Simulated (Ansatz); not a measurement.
**Mo (Im-3m): lattice vibrations**

```
CELL_PARAMETERS angstrom
-1.55590 1.55590 1.55590
1.55590 -1.55590 1.55590
1.55590 1.55590 -1.55590
ATOMIC_POSITIONS crystal
Mo 0.00000 0.00000 0.00000
```

Computed, not measured; unless marked otherwise by LDA, all-electron LAPW in Ansatz 0.2.0, scalar-relativistic. k mesh 20×20×20, Fermi-Dirac smearing of 0.080 eV, basis error target 1 meV/atom. The cell was relaxed by PAW under this functional.

Atoms are displaced by 0.01 Å in the smallest supercells that hold the wave vectors of a 4×4×4 mesh. Negative values stand for unstable modes.

Problem. What are the phonon energies at the solved wave vectors, in cm⁻¹?

Solution. 

```json
{"q": "0.250 0.000 0.000", "point": "–", "modes (cm⁻¹)": "117.5, 134.8, 201.8"}
{"q": "0.500 0.000 0.000", "point": "N", "modes (cm⁻¹)": "160.4, 198.8, 273.4"}
{"q": "0.250 0.250 0.000", "point": "–", "modes (cm⁻¹)": "189.0, 204.3, 245.1"}
{"q": "0.250 0.250 0.250", "point": "P", "modes (cm⁻¹)": "216.8 (×3)"}
{"q": "-0.250 0.250 0.250", "point": "–", "modes (cm⁻¹)": "149.8 (×2), 240.3"}
{"q": "0.500 0.500 0.250", "point": "–", "modes (cm⁻¹)": "177.1, 213.1, 242.0"}
{"q": "0.500 0.500 0.500", "point": "H", "modes (cm⁻¹)": "176.0 (×3)"}
```

Problem. Is the structure dynamically stable at these wave vectors?

Solution. Yes, no mode is unstable there; wave vectors off this mesh aren't tested.

Problem. How well do frozen-core PAW files reproduce these all-electron values?

Solution. With a cutoff of 420 eV and displacements of 0.0025 Å, the r.m.s. difference over the modes is 0.2 cm⁻¹; the largest difference is 175.6 (PAW) against 176.0 cm⁻¹ (LAPW).

Dispersion interpolated along Gamma–H–N–Gamma–P–H–P–N (exact only at the mesh points), cm⁻¹:

```
distance (Å⁻¹)   ω1   ω2   ω3
         0.000    0    0    0
         0.673  112  112  191
         1.346  172  172  247
         2.019  176  176  176
         2.495  178  202  215
         2.971  171  212  261
         3.447  160  199  273
         3.923  142  169  242
         4.399   84   93  146
         4.875    0    0    0
         5.457  116  116  164
         6.040  199  199  227
         6.623  217  217  217
         7.206  206  234  234
         7.789  197  213  213
         8.372  176  176  176
         8.955  197  213  213
         9.538  206  234  234
        10.120  217  217  217
        10.457  208  211  235
        10.794  181  204  261
        11.130  160  199  273
```

Limits of these numbers: responses of metals move with mesh and smearing; the frozen-core PAW files of the compared runs were fitted under PBE, their cores solved anew for this functional.
